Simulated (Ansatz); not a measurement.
The relaxed structure here is a generated cell of Nb: the first start was made by placing the elements on the sites of a structure type, and the end was not matched to a known phase here, so it may be hypothetical. Known forms of Nb include space group No. 229.

A relaxed structure of Nb. Level of theory: r2SCAN (plane waves to 500 eV, PAW, scalar-relativistic; Ansatz, a first-principles code).

```
CELL_PARAMETERS angstrom
      1.58064     0.91258     2.13561
     -1.58064     0.91258     2.13561
      0.00000    -1.82517     2.13561
ATOMIC_POSITIONS crystal
  Nb 0.50000 0.50000 0.50000
```

Task: Determine the symmetry and give the standard cell with its independent sites.

Result: Space group R-3m, hexagonal axes (No. 166); a = b = 3.1613 Å, c = 6.4068 Å, α = β = 90.00°, γ = 120.00°

```
atom  site  symmetry       x       y       z
----  ----  --------  ------  ------  ------
Nb      3b       -3m  0.0000  0.0000  0.5000
```

This is the AFLOW prototype A_hR1_166_a (A10, as in Hg).

Task: Give the shortest distances between elements (the closest pairs, up to four, under 3.6 Å).

Result: Nb–Nb 2.81 Å.

| Item | Result |
|---|---|
| Volume per atom | 18.48 Å³ |
| Density | 8.35 g/cm³ |
| Band gap | no gap (metallic) |

No spin polarisation in the result.

The run could not lose the symmetry of its start, so the end can be a saddle point.
